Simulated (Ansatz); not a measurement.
Energy over volume and axial ratio for Cs (bcc, W type)

Cs (bcc, W type)

```cif
data_Cs2
_chemical_formula_sum 'Cs2'
_space_group_name_H-M_alt 'Im-3m'
_space_group_IT_number 229
_space_group_name_Hall '-I 4 2 3'
_cell_length_a 6.15681
_cell_length_b 6.15681
_cell_length_c 6.15681
_cell_angle_alpha 90.000
_cell_angle_beta 90.000
_cell_angle_gamma 90.000
loop_
_atom_site_label
_atom_site_type_symbol
_atom_site_symmetry_multiplicity
_atom_site_Wyckoff_symbol
_atom_site_fract_x
_atom_site_fract_y
_atom_site_fract_z
_atom_site_occupancy
Cs1 Cs 2 a 0.00000 0.00000 0.00000 1
```
(The calculation used a cell of 1 atom; values per cell refer to that cell.)

Two coordinates are scanned: the volume, and the ratio of the stretch along z (the conventional c axis) to the stretch across it. Atoms keep their fractional coordinates.

The numbers are results of PBE (plane waves to 420 eV, PAW, scalar-relativistic; Ansatz, an electronic-structure program), not measurements. k mesh 11×11×11 (Γ-centred), Fermi-Dirac smearing 0.05 eV. Energies are smeared free energies. Compression counts positive. With partly filled bands, the response to shear is sensitive to the k mesh, so small differences along c/a are uncertain. Cs was relaxed with its symmetry unable to fall. The PAW data are Ansatz's earlier set. The zero of ΔE is the relaxed starting cell.

ΔE (kJ/mol of atoms), with V/V₀ across and (c/a)/(c/a)₀ down:

```
(c/a)/(c/a)₀ \ V/V₀  0.920  0.960  1.000  1.040  1.080
-------------------  -----  -----  -----  -----  -----
0.880                  0.8    0.4    0.3    0.3    0.6
0.940                  0.6    0.2    0.1    0.2    0.4
1.000                  0.5    0.1    0.0    0.1    0.4
1.060                  0.5    0.1    0.0    0.1    0.4
1.120                  0.6    0.2    0.1    0.2    0.4
```

σzz (GPa), with V/V₀ across and (c/a)/(c/a)₀ down:

| (c/a)/(c/a)₀ \ V/V₀ | 0.920 | 0.960 | 1.000 | 1.040 | 1.080 |
|---|---|---|---|---|---|
| 0.880 | 0.3 | 0.2 | 0.1 | 0.0 | -0.1 |
| 0.940 | 0.2 | 0.1 | 0.0 | 0.0 | -0.1 |
| 1.000 | 0.2 | 0.1 | 0.0 | -0.1 | -0.1 |
| 1.060 | 0.2 | 0.1 | 0.0 | -0.1 | -0.1 |
| 1.120 | 0.2 | 0.1 | 0.0 | -0.1 | -0.1 |

Read from the data:

```
Item                                                                Result
-------------------------  -----------------------------------------------
Lowest place on the grid   V/V₀ = 1.000, (c/a)/(c/a)₀ = 1.000 (0 meV/atom)
Highest place on the grid  V/V₀ = 0.920, (c/a)/(c/a)₀ = 0.880 (8 meV/atom)
```

The 25 points together took about 2.8 core-minutes (a rough figure).

(A scan under strain: stresses follow from slopes of the energy per volume, elastic moduli from its curvatures.)
